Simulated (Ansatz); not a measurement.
HfO2 at 3 GPa (stress–strain coefficients): relaxed-ion elastic tensor

Computed with DFT PBEsol, scalar-relativistic, plane waves, PAW (Ansatz). Plane waves to 420 eV; Γ-centred k mesh 8×8×8; fixed occupations. No spin polarisation.

The cell, relaxed at 3 GPa:
```
Hf O
1.0
     0.00000    2.51259    2.51259
     2.51259    0.00000    2.51259
     2.51259    2.51259    0.00000
Hf O
1 2
Direct
  0.00000 0.00000 0.00000
  0.25000 0.25000 0.25000
  0.75000 0.75000 0.75000
```

Spin–orbit coupling is left out, which can shift energies with elements as heavy as these.

Question: Give the relaxed-ion elastic constants (GPa, Voigt order xx yy zz yz xz xy, on the axes of the cell above).

Answer:
```
592.8 118.7 118.7   0.0   0.0   0.0
118.7 592.8 118.7   0.0   0.0   0.0
118.7 118.7 592.8   0.0   0.0   0.0
  0.0   0.0   0.0  71.8   0.0   0.0
  0.0   0.0   0.0   0.0  71.8   0.0
  0.0   0.0   0.0   0.0   0.0  71.8
```

Question: Is the crystal stable against homogeneous strain?

Answer: Yes: the least eigenvalue of the tensor is 71.8 GPa.

Question: And the moduli of a polycrystal (Hill averages)?

Answer: B = 277 GPa, G = 119 GPa, E = 312 GPa, ν = 0.31.

This fluorite-type form isn't the usual stable structure of the compound at low pressure.